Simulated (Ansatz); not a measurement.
The start is a relaxed SiAs cell, doubled along one cell vector, shaken by Gaussian noise of σ = 0.08 Å a coordinate. The structure is fully relaxed (lattice and positions, P = 0) with PBEsol (plane waves to 420 eV, PAW, scalar-relativistic; Ansatz, a first-principles code). The first steps use a coarse 4×7×4 k-mesh.

Input geometry:
```
SiAs
1.0
    6.68035     0.00000     0.00000
    0.00000     1.76715     3.22688
    0.00000    -3.53429     6.45375
As Si
4 4
Direct
  0.34236   0.94617   0.25211
  0.33869   0.92838   0.72397
  0.67249   0.46148   0.50729
  0.68237   0.44155   0.99789
  0.15207   0.32312   0.36156
  0.12005   0.29612   0.89519
  0.85752   0.80904   0.14729
  0.84992   0.80862   0.63989
```

Question: What is the largest force in the starting geometry, and on which atom (counted from 1)?

Answer: About 1.7 eV/Å, on As4 (atoms numbered as listed).

Question: Is the parent structure recovered?

Answer: It relaxes back to the parent, Aem2 (No. 39).

Question: How do the shortest distances between atoms change?

Answer: The closest pairs of elements (up to four, under 3.6 Å), start → end: As–Si 2.29 → 2.40 Å; Si–Si 2.48 → 2.55 Å; As–As 2.82 → 2.93 Å.

The end point of the relaxation:

Space group Aem2 (No. 39); a = 6.678 Å, b = 3.535 Å, c = 6.454 Å, α = 90.00°, β = 90.00°, γ = 90.00°

```
atom  site  symmetry       x       y       z
----  ----  --------  ------  ------  ------
As      4c       .m.  0.6748  0.2500  0.2779
Si      4c       .m.  0.1375  0.2500  0.4599
```
(The calculation used a cell of 4 atoms; values per cell refer to that cell.)

Final values are on a 15×14×7 k-mesh of the relaxed cell. No spin polarisation in the result.

The relaxed structure here is a generated cell of SiAs: the first start was made by a random draw of sites in a space group, and the end was not matched to a known phase here, so it may be hypothetical.
